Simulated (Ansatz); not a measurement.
Ansatz 0.2.0, relaxation: Sr$_{2}$ReIrO$_{6}$

Run with:

```bash
ansatz run input.yaml --threads 2 --pin off --max-ram 3584MiB --backend cpu --events-out ev --progress --plain --runs-dir out
```

input.yaml:

```yaml
crystal:
  lattice:
    - [0.0, 5.626332, 0.0]
    - [5.626332, 0.0, 0.0]
    - [2.813166, 2.813166, -4.016873]
  atoms:
    - { symbol: Re, position: [0.5, 0.5, 0.0] }
    - { symbol: Ir, position: [0.0, 0.0, 0.0] }
    - { symbol: O, position: [0.2277, 0.2861, 0.0] }
    - { symbol: O, position: [0.2861, 0.7723, 0.0] }
    - { symbol: O, position: [0.7723, 0.7139, 0.0] }
    - { symbol: O, position: [0.7139, 0.2277, 0.0] }
    - { symbol: O, position: [0.2571, 0.2571, 0.4858] }
    - { symbol: O, position: [0.7429, 0.7429, 0.5142] }
    - { symbol: Sr, position: [0.75, 0.25, 0.5] }
    - { symbol: Sr, position: [0.25, 0.75, 0.5] }
  symmetry: { tolerance: 0.0003 }
kpoints:
  mp_grid: { grid: [5, 5, 5], shift: [0, 0, 0] }
magnetization:
  spin_polarized: false
scf:
  occupations: { method: fermi_dirac, width: 0.1145 }
  lower_state_search: "off"
hamiltonian:
  pseudopotentials: { kind: paw }
  xc: r2scan
basis:
  ecutwfc: 500
  fft_grid_basis: typed
relax:
  max_steps: 80
  f_tol: 0.03
output:
  forces: true
  stress: true
  eigenvalues: true
  populations: true
  elf: true
  write_potential: true
  volumetric_format: npy
  dos:
    e_range: [-12, 8]
    de: 0.05
    projected: { site_lists: { Ir: [Ir], O: [O], Re: [Re], Sr: [Sr] } }
  bader: false
checkpoint:
  read: saved_state
```

Origin of the cell: a known structure type with other elements, at an estimated volume, so it need not be a known compound.

The saved state is a converged single point of the same cell.

Steps:

```tsv
step	ΔF (meV/atom)	max force component (eV/Å)	SCF iterations	step was
1	0.0	0.625	7	accepted
2	-13.7	0.284	8	accepted
3	-19.3	0.447	9	accepted
4	-24.3	0.058	7	accepted
5	-24.3	0.013	7	accepted
```

Step 1, with forces in eV/Å:

```xyz
10
Lattice="0.000 5.626 0.000 5.626 0.000 0.000 2.813 2.813 -4.017" Properties=species:S:1:pos:R:3:forces:R:3 pbc="T T T" step=1
Re    2.813    2.813    0.000    0.000    0.000    0.000
Ir    0.000    0.000    0.000    0.000    0.000    0.000
O     1.610    1.281    0.000   -0.065   -0.625    0.000
O     4.345    1.610    0.000    0.625   -0.065    0.000
O     4.017    4.345    0.000    0.065    0.625    0.000
O     1.281    4.017    0.000   -0.625    0.065    0.000
O     2.813    2.813   -1.951    0.000    0.000   -0.478
O     5.626    5.626   -2.065    0.000    0.000    0.478
Sr    2.813    5.626   -2.008    0.000    0.000    0.000
Sr    5.626    2.813   -2.008    0.000    0.000    0.000
```

Step 2, with forces in eV/Å:

```xyz
10
Lattice="0.000 5.626 0.000 5.626 0.000 0.000 2.813 2.813 -4.017" Properties=species:S:1:pos:R:3:forces:R:3 pbc="T T T" step=2
Re    2.813    2.813    0.000    0.000    0.000    0.000
Ir    0.000    0.000    0.000    0.000    0.000    0.000
O     1.660    1.217    0.000    0.186   -0.284    0.000
O     4.409    1.660    0.000    0.284    0.186    0.000
O     3.966    4.409    0.000   -0.186    0.284    0.000
O     1.217    3.966    0.000   -0.284   -0.186    0.000
O     2.813    2.813   -1.963    0.000    0.000    0.056
O     5.626    5.626   -2.054    0.000    0.000   -0.056
Sr    2.813    5.626   -2.008    0.000    0.000    0.000
Sr    5.626    2.813   -2.008    0.000    0.000    0.000
```

Step 3, with forces in eV/Å:

```xyz
10
Lattice="0.000 5.626 0.000 5.626 0.000 0.000 2.813 2.813 -4.017" Properties=species:S:1:pos:R:3:forces:R:3 pbc="T T T" step=3
Re    2.813    2.813    0.000    0.000    0.000    0.000
Ir    0.000    0.000    0.000    0.000    0.000    0.000
O     1.797    1.081    0.000   -0.057    0.447    0.000
O     4.545    1.797    0.000   -0.447   -0.057    0.000
O     3.829    4.545    0.000    0.057   -0.447    0.000
O     1.081    3.829    0.000    0.447    0.057    0.000
O     2.813    2.813   -1.957    0.000    0.000    0.446
O     5.626    5.626   -2.060    0.000    0.000   -0.446
Sr    2.813    5.626   -2.008    0.000    0.000    0.000
Sr    5.626    2.813   -2.008    0.000    0.000    0.000
```

Step 4, with forces in eV/Å:

```xyz
10
Lattice="0.000 5.626 0.000 5.626 0.000 0.000 2.813 2.813 -4.017" Properties=species:S:1:pos:R:3:forces:R:3 pbc="T T T" step=4
Re    2.813    2.813    0.000    0.000    0.000    0.000
Ir    0.000    0.000    0.000    0.000    0.000    0.000
O     1.763    1.126    0.000   -0.015    0.023    0.000
O     4.500    1.763    0.000   -0.023   -0.015    0.000
O     3.863    4.500    0.000    0.015   -0.023    0.000
O     1.126    3.863    0.000    0.023    0.015    0.000
O     2.813    2.813   -1.948    0.000    0.000    0.058
O     5.626    5.626   -2.069    0.000    0.000   -0.058
Sr    2.813    5.626   -2.008    0.000    0.000    0.000
Sr    5.626    2.813   -2.008    0.000    0.000    0.000
```

Step 5, with forces in eV/Å:

```xyz
10
Lattice="0.000 5.626 0.000 5.626 0.000 0.000 2.813 2.813 -4.017" Properties=species:S:1:pos:R:3:forces:R:3 pbc="T T T" step=5
Re    2.813    2.813    0.000    0.000    0.000    0.000
Ir    0.000    0.000    0.000    0.000    0.000    0.000
O     1.759    1.130    0.000    0.002    0.000    0.000
O     4.496    1.759    0.000    0.000    0.002    0.000
O     3.867    4.496    0.000   -0.002    0.000    0.000
O     1.130    3.867    0.000    0.000   -0.002    0.000
O     2.813    2.813   -1.946    0.000    0.000   -0.013
O     5.626    5.626   -2.071    0.000    0.000    0.013
Sr    2.813    5.626   -2.008    0.000    0.000    0.000
Sr    5.626    2.813   -2.008    0.000    0.000    0.000
```

| Property | Result |
| --- | --- |
| Free energy lowered by | 24.3 meV/atom |
| Final pressure | -4.96 GPa |
| Relaxation steps listed | 5 |

Caveats: no moments, though an odd count or open d shells may carry them; no spin-orbit coupling, though heavy elements are present; the SCF threshold is looser than advised for a stress; the k mesh is coarse if the cell is a metal; the relaxation held the start's symmetry, so the end may be a saddle point.

The run took 61 s on 2 threads of Arm Neoverse V2, on a shared host, peak memory 0.98 GiB, from a saved density.
